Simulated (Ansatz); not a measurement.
**diamond against fcc along the alkali metals**

All numbers below come from Ansatz 0.2.0, DFT, r2SCAN, plane waves (500 eV) with PAW, scalar-relativistic. (PAW data from PBE, frozen cores regenerated.)

Each structure is relaxed within its symmetry, in the lowest magnetic state of the tried starts. Differences under about 8 meV lie within the error of the k-point mesh.

| element | E(diamond) − E(fcc) (meV/atom) | V(diamond) (Å³/atom) | V(fcc) (Å³/atom) | state of diamond | state of fcc |
| --- | --- | --- | --- | --- | --- |
| Li | 526 | 26.17 | 20.98 | spin not included | spin not included |
| Na | 388 | 55.52 | 37.71 | spin not included | spin not included |
| K | 342 | 114.69 | 76.57 | spin not included | spin not included |
| Rb | 307 | 141.79 | 95.60 | spin not included | spin not included |
| Cs | ? | ? | ? | ? | ? |

(1) Fill in the row of Cs.

Results:

(1) E(diamond) − E(fcc) (meV/atom): 292; V(diamond) (Å³/atom): 182.61; V(fcc) (Å³/atom): 123.60; state of diamond: spin not included; state of fcc: spin not included.
